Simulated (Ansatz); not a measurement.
**In, diamond: geometry optimisation**

Level of theory: DFT, BLYP, plane waves (420 eV) with PAW, scalar-relativistic in Ansatz. (PAW data from PBE, frozen cores regenerated.)

k-point mesh 8×8×8, Fermi-Dirac smearing 0.1 eV, no spin polarisation. Cell and atoms relax.

Starting structure:

```cif
data_structure
_symmetry_space_group_name_H-M 'P 1'
_symmetry_Int_Tables_number 1
_cell_length_a 4.6389
_cell_length_b 4.6389
_cell_length_c 4.6389
_cell_angle_alpha 60.000
_cell_angle_beta 60.000
_cell_angle_gamma 60.000
_cell_volume 70.59
loop_
_atom_site_label
_atom_site_type_symbol
_atom_site_fract_x
_atom_site_fract_y
_atom_site_fract_z
_atom_site_occupancy
In1 In 0.12500 0.12500 0.12500 1
In2 In 0.87500 0.87500 0.87500 1
```

Task: The pressure at the start is 4.2 GPa. By how much does the volume change?

Result: From 35.29 to 42.78 Å³ per atom, 21.2 %. The final cell has a = 6.995 Å.

Task: How much energy does the relaxation gain?

Result: 77.3 meV per atom.
